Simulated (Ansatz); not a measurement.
Relaxed-ion elastic tensor of ScSi2 in space group P6/mmm (No. 191; Sc on 1a, Si on 2d) in GPa (Voigt order), the program Ansatz at the LDA level (PAW); density 3.50 g/cm³, 16.01 Å³ per atom.

```
  132    169   56.3    0.0    0.0    0.0
  169    132   56.3    0.0    0.0    0.0
 56.3   56.3    139    0.0    0.0    0.0
  0.0    0.0    0.0   36.5    0.0    0.0
  0.0    0.0    0.0    0.0   36.5    0.0
  0.0    0.0    0.0    0.0    0.0  -18.4
```

Question: Is the crystal mechanically stable?

Answer: No: the smallest eigenvalue of C is -36.9 GPa.

The workflow started from an entry of the Crystallography Open Database (COD). Its standing as an ambient phase is unchecked. The cell was relaxed with LDA under the symmetry of its start. At this level the phase is mechanically unstable. The run is not spin-polarised. As this level gives no gap, shear constants depend on the k-mesh and smearing (Fermi–Dirac, 0.1 eV here).

Potentials: the later of the program's two PAW sets.
